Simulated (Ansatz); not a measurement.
AlGaN₂:
```yaml
crystal:
  lattice:
    - [3.14342, 0.00000, 0.00000]
    - [-1.57171, 2.72228, 0.00000]
    - [0.00000, 0.00000, 5.09288]
  atoms:
    - { symbol: Al, position: [0.00000, 0.00000, 0.99930] }
    - { symbol: Ga, position: [0.66667, 0.33333, 0.49730] }
    - { symbol: N, position: [0.66667, 0.33333, 0.11220] }
    - { symbol: N, position: [0.00000, 0.00000, 0.62759] }
```

Relaxed with r²SCAN.

Question: Map the electron localisation function on the plane through (0.000, 0.000, 0.999) spanned by u = [0, 0, 1] and v = [1, -1, 0] in lattice vectors, from r²SCAN (plane waves, PAW; program Ansatz).

Answer: x is the fraction of u, y of v (the angle between them is 90°; rows are the nearest grid lines); atoms in the plane: Al at (0.00, 0.00), Ga at (0.50, 0.67), N at (0.11, 0.67), N at (0.63, 0.00).
```
| .       .=*%%+  -%@@@=   |
|     .   .-*%%*::+@@@@=   |
|   :-:.  .-*%@%##%@@@%-   |
|%@@@%#+-...:-+#%%%##+:.:+%|
|@@@@@%#+:..:::-=+*+=:..=#@|
|@@@@@%%*-::....::--:..:+%@|
|@@%##%%#-:.    .:...  :*%@|
|%#-.=%@#-:     .::.  .-*%%|
|%+. :#@#-:  --  ::.  .-*%%|
|%%#*#%%#-:.    .:..   -*%%|
|%@@%%%%*-::....:...   :+#%|
|%%%%%#*=:.:::::....   .=#%|
|*###*+=-:.........    .-+*|
|=++==-:..........      .-=|
|.::...                  ..|
|                          |
|                          |
|            ......        |
|....       .:-----::.   ..|
|.....     .:=+****+=-:. ..|
| .....    .=*#%%%###*=.   |
|    ..   .-*%%%#*%@@@%-   |
|.        .=*%%*::+@@@@=  .|
| .       .=*%%+  -%@@@=   |
```
Scale: ten equal steps from 0.000 (start of ' ') to 0.899 (end of '@'), in the order ' .:-=+*#%@'; x runs from 0.000 to 1.00, y from 0.000 (bottom) to 1.00 (top).

The density is the valence pseudo-density with augmentation charge, so density and ELF within about 1 Å of a nucleus are not all-electron values.

Space group P3m1. The workflow started from a Materials Project entry (that database holds measured and hypothetical structures alike); the Crystallography Open Database copy checked does not list it. With Al and Ga taken as one species the cell has the higher symmetry P6_3mc, so it may be an ordered model of a mixed-site phase. Whether it is the stable phase at ambient conditions was not checked. The r²SCAN relaxation kept the symmetry of its start; its stability against distortions is not shown here.

Potentials: the later of the program's two PAW sets.
